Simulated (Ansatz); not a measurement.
**Polymorphs of KF**

8 relaxations of KF ended in 3 distinct structures. These are PBEsol (plane waves to 420 eV, PAW, scalar-relativistic; Ansatz, a program for electronic structure) values and carry that method's errors.

| # | space group | Pearson | type | E − E(lowest) (eV/atom) | V (Å³/atom) | gap (eV, no SOC) | coordination | runs ending here |
|---|---|---|---|---|---|---|---|---|
| 1 | Fm-3m | cF8 | rock salt type | 0.000 | 18.68 | 6.15 | F 6 (octahedral), K 6 (octahedral) | 6 |
| 2 | P6₃/mmc | hP4 | NiAs type | 0.039 | 18.70 | 6.10 | K 6 (octahedral), F 6 (trigonal prismatic) | 1 |
| 3 | F-43m | cF8 | zinc blende type | 0.098 | 24.97 | 5.26 | F 4 (tetrahedral), K 4 (tetrahedral) | 1 |

Coordination numbers (neighbours up to the widest gap in distance over summed covalent radii, below 1.35; n+m marks a second, longer set; metal–metal contacts left out). Fm-3m, cF8, rock salt type is the lowest of the structures calculated here.

KF is taken in the cubic space group Fm-3m (No. 225), the rock salt structure, Pearson symbol cF8. Lattice parameters: a = 5.3063 Å, b = 5.3063 Å, c = 5.3063 Å, α = 90.00°, β = 90.00°, γ = 90.00°. F on 4a has 6 K at 2.653 Å (octahedral). K on 4b sees 6 F at 2.653 Å (octahedral). (Neighbours: up to the widest gap in distance over summed covalent radii, below 1.35, at either atom; cation-cation and far metal-metal contacts left out.)
(The calculation used a cell of 2 atoms; values per cell refer to that cell.)

Each run could gain symmetry but not lose that of its start, so entries can be saddle points. From databases, or of a type measured for this composition: Fm-3m, cF8, rock salt type; the others are generated cells (placed on structure types, drawn at random, substituted or restacked) that were not matched to a known phase here. Energies are at zero temperature and pressure, without zero-point motion. No spin polarisation in the result.
